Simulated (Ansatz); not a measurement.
Se: energy along a strain

Se, Im-3m, a = 3.407 Å (as given, not relaxed at this level: -3.5 GPa). This isn't the element's structure at ambient conditions. Ansatz: LDA, PAW, 420 eV, Γ-centred 20×20×20 mesh on 1 atom, Gaussian smearing 0.15 eV; no spin polarisation. Cell vectors (Å): -1.703 1.703 1.703; 1.703 -1.703 1.703; 1.703 1.703 -1.703. The cell is strained by x per cent times the pattern (1 1 0 0 0 0) in the order xx yy zz yz xz xy (engineering shears), with fractional coordinates held. y is the free energy over the start, V0 = 19.772 Å³/atom.

| x (%) | y (meV/atom) |
| --- | --- |
| -2.00 | -7.93 |
| -1.50 | -7.79 |
| -1.00 | -6.38 |
| -0.50 | -3.77 |
| 0.00 | 0.00 |
| 0.50 | 4.88 |
| 1.00 | ? |
| 1.50 | 17.75 |
| 2.00 | 25.66 |

Question: Fit y = c1 x + c2 x² + c3 x³ to the other rows, get the stiffness along the pattern, and predict the missing energy.

Answer: Least squares on the rows shown. y = 8.6632 x + 2.2156 x² − 0.066470 x³. The clamped-ion stiffness p·C·p = 2 × 22.16 eV × 160.2 / 19.772 Å³ = 359 GPa (second derivative at the start, which stands under stress). At x = 1.00 the fit asked for gives 10.81 meV/atom. The run gave 10.81 meV/atom, the same to the digits shown.

Spin polarisation was left out, and a magnetic state may lie lower.